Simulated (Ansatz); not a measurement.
HfN under strain — Hf-177 nuclear quadrupole resonance

Cell: a COD entry, relaxed with PBE at fixed cell and then changed (z stretched by 1 %, ions relaxed).

```
CELL_PARAMETERS angstrom
0.00000 2.25900 2.28159
2.25900 0.00000 2.28159
2.25900 2.25900 0.00000
ATOMIC_POSITIONS crystal
Hf 0.00000 0.00000 0.00000
N 0.50000 0.50000 0.50000
```

Atoms are numbered from 1 in the order listed; like atoms form one site, named after its first atom.

The numbers come from a DFT calculation in Ansatz (PBE, plane waves and PAW, scalar-relativistic, 420 eV cutoff, Γ-centred 18×18×18 k-points, Fermi–Dirac smearing 0.05 eV).

Hf-177: I = 7/2, Q = 3365 mb (year-2017 value). Static lattice, zero field.

Task: Predict the zero-field Hf-177 lines of each site.

Result: For I = 7/2 and η = 0 the lines are |C_Q|/14 times 1, 2 and 3; η shifts the lowest up most.

```json
{"site": "Hf", "atoms": "1", "V_zz (10²¹ V/m²)": "4.29", "C_Q (MHz)": "349", "η": "0.00", "line frequencies (MHz)": "24.9, 49.9, 74.8"}
```

Task: And for Hf-179 (I = 9/2, Q = 3793 mb) on Hf?

Result: C_Q scales with Q to 394 MHz, with lines at 16.4, 32.8, 49.2, 65.6 MHz.

An axis of threefold or higher order runs through Hf, so V_zz lies along it and η is zero.

With no gap above 0.1 eV, as in a metal, the gradients converge slowly in k; expect changes of a tenth or more on a denser mesh. Without spin–orbit coupling the gradients at and beside Hf can be off by some per cent, at some sites by more.

The relaxation (1 step) took 13 s of wall time (13 s of CPU time) and 0.64 GiB at its peak, on 1 thread of Intel Xeon Platinum 8488C (Sapphire Rapids) (x86_64; 16 cores open to the job, memory cap 3.0 GiB, no GPU), a shared host with a load of 0.3 a core.
